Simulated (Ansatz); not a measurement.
Input:

AlCo:
```yaml
crystal:
  lattice:
    - [2.82258, 0.00000, 0.00000]
    - [0.00000, 2.82258, 0.00000]
    - [0.00000, 0.00000, 2.82258]
  atoms:
    - { symbol: Co, position: [0.00000, 0.00000, 0.00000] }
    - { symbol: Al, position: [0.50000, 0.50000, 0.50000] }
```

This is the PBEsol-relaxed structure.

Question: All from DFT-PBEsol in the program Ansatz with PAW potentials, unless another level is named. Predict the formation energy from the elements (no fitted shifts).

Answer: -0.62 eV/atom.

Question: What about the density of states at the Fermi level?

Answer: 0.32 states/eV per atom (mean over ±0.08 eV).

Space group Pm-3m (CsCl type). The PBEsol relaxation kept the symmetry of its start; of distortions, only those at the zone centre were tested. The workflow began spin-polarised and lost its moments. The references are the lowest solids computed at this level, not always the standard phases.

Potentials: the later of the program's two PAW sets.
